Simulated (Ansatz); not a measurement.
TaS2:
```cif
data_S2Ta
_chemical_formula_sum 'Ta1 S2'
_space_group_name_H-M_alt 'P-3m1'
_space_group_IT_number 164
_space_group_name_Hall '-P 3 2"'
_cell_length_a 3.29093
_cell_length_b 3.29093
_cell_length_c 5.72208
_cell_angle_alpha 90.000
_cell_angle_beta 90.000
_cell_angle_gamma 120.000
loop_
_atom_site_label
_atom_site_type_symbol
_atom_site_symmetry_multiplicity
_atom_site_Wyckoff_symbol
_atom_site_fract_x
_atom_site_fract_y
_atom_site_fract_z
_atom_site_occupancy
Ta1 Ta 1 a 0.00000 0.00000 0.00000 1
S1 S 2 d 0.33333 0.66667 0.26862 1
```

Relaxed with LDA.

Task: Decompose the optical modes at the zone centre into irreducible representations, and say which are infrared and Raman allowed.

Result: Point group -3m: Γ_opt = A1g + A2u + Eg + Eu. Infrared: A2u, Eu. Raman: A1g, Eg.

Task: Assign frequencies (DFPT, plane-wave PAW LDA (Ansatz code)).

Result: Eu 230, Eg 271, A1g 377, A2u 378 cm⁻¹.

Symmetry was held in the LDA relaxation; of distortions, only those at the zone centre were tested. The run is not spin-polarised. The volume moved by -17 % from the start of the relaxation. A crystal of weakly bound layers computed without a dispersion correction: the cell and the soft elastic constants depend strongly on that. With an odd number of electrons in the cell and no spin polarisation, the count alone makes it a metal. As this level gives no gap, phonon frequencies hold no LO–TO term and depend on the k-mesh and smearing (Fermi–Dirac, 0.1 eV here). Spin–orbit coupling is left out wherever it is not named.

Potentials: the later of the program's two PAW sets.
